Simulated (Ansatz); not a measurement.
Sc:
```xyz
3
Lattice="3.1962 0.0000 0.0000 -1.5981 2.7680 0.0000 0.0000 0.0000 8.0317" Properties=species:S:1:pos:R:3 pbc="T T T"
Sc     1.5981     0.0000     0.0000
Sc     0.7990     1.3840     2.6772
Sc    -0.7990     1.3840     5.3544
```

Relaxed with PBEsol.

**Question.** Which orbitals make up the states near the Fermi level in PBEsol (plane waves, PAW; program Ansatz)?

**Answer.** Within 0.5 eV of the Fermi level: Sc 3d 88 %, outside the projected shells 8 %. Projections are on Löwdin-orthogonalised atomic valence shells; empty p or d shells of many metals are not among them.

**Question.** Tabulate the density of states.

**Answer.** States/eV per cell of 3 atoms, in 0.25 eV bins, energy from the Fermi level.

```tsv
E (eV)	total	Sc 3d	Sc 4s	Sc 3p
-5.45	0.00	0.00	0.00	0.00
-5.20	0.11	0.00	0.10	0.00
-4.95	0.22	0.00	0.21	0.00
-4.70	0.31	0.00	0.28	0.00
-4.45	0.38	0.01	0.35	0.01
-4.20	0.45	0.01	0.41	0.01
-3.95	0.52	0.02	0.47	0.01
-3.70	0.60	0.04	0.53	0.01
-3.45	0.68	0.06	0.59	0.01
-3.20	0.77	0.10	0.64	0.02
-2.95	0.88	0.15	0.70	0.02
-2.70	1.02	0.22	0.76	0.02
-2.45	1.20	0.34	0.81	0.02
-2.20	1.46	0.54	0.86	0.02
-1.95	2.00	1.00	0.93	0.02
-1.70	2.85	1.82	0.94	0.02
-1.45	2.43	1.67	0.67	0.02
-1.20	2.90	2.24	0.53	0.02
-0.95	4.22	3.63	0.36	0.03
-0.70	3.08	2.69	0.17	0.02
-0.45	3.39	3.05	0.09	0.02
-0.20	4.99	4.50	0.12	0.03
0.05	6.60	5.85	0.22	0.03
0.30	8.00	6.98	0.27	0.04
0.55	7.71	6.21	0.52	0.03
0.80	4.25	3.95	0.12	0.01
1.05	2.28	2.17	0.04	0.00
1.30	1.89	1.80	0.03	0.00
1.55	2.87	2.74	0.05	0.00
1.80	4.81	4.53	0.12	0.01
2.05	8.19	7.66	0.19	0.01
```

Space group P6_222. The first step of the workflow began from a Materials Project structure, measured or hypothetical; the Crystallography Open Database copy checked does not list it. It is not the phase usual at ambient conditions (space group No. 194). The PBEsol relaxation kept the symmetry of its start. At this level the phase is dynamically unstable (imaginary phonons). No spin polarisation was allowed.

Potentials: the later of the program's two PAW sets.
